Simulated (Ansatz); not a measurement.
VBiO$_{4}$:
```xyz
6
Lattice="3.8089 2.7214 0.0000 -3.8089 2.7214 0.0000 -2.9346 0.0000 4.3479" Properties=species:S:1:pos:R:3 pbc="T T T"
V      0.0000     1.9636     0.0000
Bi    -1.4673     5.0323     2.1740
O     -2.9240     1.0415     2.8721
O      1.3682     2.9445     0.1579
O     -4.3027     2.9445     4.1900
O     -0.0106     1.0415     1.4759
```

Relaxed with PBEsol. Special points in fractions of this cell's reciprocal vectors: Γ (0.000, 0.000, 0.000); C (0.436, 0.436, 0.000); C2 (-0.436, 0.564, 0.000); Y2 (-0.500, 0.500, 0.000); M2 (-0.500, 0.500, 0.500); D (-0.285, 0.715, 0.500); D2 (0.285, 0.285, 0.500); A (0.000, 0.000, 0.500); L2 (0.000, 0.500, 0.500); V2 (0.000, 0.500, 0.000).

Task: List the band energies nearest the valence-band maximum at these points for PBEsol with spin–orbit coupling in the plane-wave PAW code Ansatz.

Result: In eV from the valence-band maximum; about four levels below and three above (degenerate sets whole), none deeper than 8.9 eV; points with the same levels are listed once.

```tsv
k	below	above
Γ	-1.18 -1.18 -1.17 -1.17	3.71 3.71 3.93 3.93
C	-0.60 -0.59 -0.04 -0.04	2.93 3.12 3.54
Y2	-0.62 -0.62 0.00 0.00	3.06 3.06 3.55 3.55
M2	-0.42 -0.42 -0.02 -0.02	2.60 2.60 3.38 3.38
D	-0.83 -0.82 -0.29 -0.29	2.85 3.23 3.60
A	-0.71 -0.71 -0.19 -0.19	2.89 2.89 3.72 3.72
L2	-0.81 -0.81 -0.52 -0.52	3.31 3.31 3.76 3.76
V2	-0.52 -0.52 -0.30 -0.30	2.79 2.79 3.65 3.65
```

The first step of the workflow began from a Materials Project structure, measured or hypothetical; the Crystallography Open Database copy checked does not list it. It is not the phase usual at ambient conditions (space group No. 88). The PBEsol relaxation kept the symmetry of its start; whether a distortion lowers the energy is not shown. The run is not spin-polarised. No Hubbard U is applied.

Potentials: the later of the program's two PAW sets.
